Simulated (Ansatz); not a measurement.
Relaxed candidate structures of NaCl:

A. F-43m (No. 216), cF8, zinc blende type; a = 6.177 Å, b = 6.177 Å, c = 6.177 Å, α = 90.00°, β = 90.00°, γ = 90.00°; Cl 4d (0.750, 0.750, 0.750); Na 4a (0.000, 0.000, 0.000)

B. Fm-3m (No. 225), cF8, rock salt type; a = b = c = 5.608 Å, α = β = γ = 90.00°; Cl 4a (0.000, 0.000, 0.000); Na 4b (0.500, 0.500, 0.500)

Problem. Rank these by energy per atom (lowest first), as r2SCAN (plane waves to 500 eV, PAW, scalar-relativistic; Ansatz, an electronic-structure program) gives it.

Solution. B (reference, the lowest of the structures calculated here), A (+113 meV/atom)

Problem. Give each candidate's band gap.

Solution. No candidate is metallic. A: 5.55 eV (no spin-orbit coupling); B: 5.97 eV (no spin-orbit coupling).

Each run could gain symmetry but not lose that of its start, so entries can be saddle points. From databases, or of a type measured for this composition: Fm-3m, cF8, rock salt type; the others are generated cells (placed on structure types, drawn at random, substituted or restacked) that were not matched to a known phase here. Energies are at zero temperature and pressure, without zero-point motion. No spin polarisation in the result.
